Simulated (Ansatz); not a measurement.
CrO$_{2}$ (rutile)

```xyz
6
Lattice="4.4446 0.0000 0.0000 0.0000 4.4446 0.0000 0.0000 0.0000 2.9209" Properties=species:S:1:pos:R:3 pbc="T T T"
Cr     0.0000     0.0000     0.0000
Cr     2.2223     2.2223     1.4604
O      1.3493     1.3493     0.0000
O      3.5715     0.8730     1.4604
O      0.8730     3.5715     1.4604
O      3.0953     3.0953     0.0000
```

Scan: atom 2 (Cr, nearest neighbour O at 1.908 Å; its periodic images, 2.9 Å or more away, move with it) is displaced along Cartesian [110], direction (0.707, 0.707, 0.000) in Cartesian axes, by s. The other atoms stay.

Level of theory: PBE (plane waves to 420 eV, PAW, scalar-relativistic; Ansatz, a program for electronic structure). k mesh 9×9×13 (Γ-centred), Fermi-Dirac smearing 0.05 eV. With partly filled bands, energies and forces of such displacements shift with the k mesh and the smearing. F∥ is the force on the atom along that direction. CrO2 is run spin-polarised and with no Hubbard U. CrO2 was relaxed with its symmetry unable to fall. Relaxed CrO2 ends ferromagnetic. The magnetic order is the one the run started from; other orders were not tried. 

```tsv
s (Å)	F∥ (eV/Å)
-0.570	11.434
-0.456	10.149
-0.342	7.895
-0.228	5.442
-0.114	2.720
0.000	0.000
0.114	-2.720
0.228	-5.442
0.342	-7.895
0.456	-10.149
0.570	-11.434
```

### Question
What is the force constant k = d²E/ds² of this move at s = 0?

### Answer
23.9 eV/Å². The forces along the line at the two nearest points give (2.720 − (-2.720)) / (2·0.114) = 23.86 eV/Å²; the next pair corrects for the finite step.

(For displaced atoms, the force is minus the slope of the energy, and its curvature is a force constant, which sets phonon frequencies.)
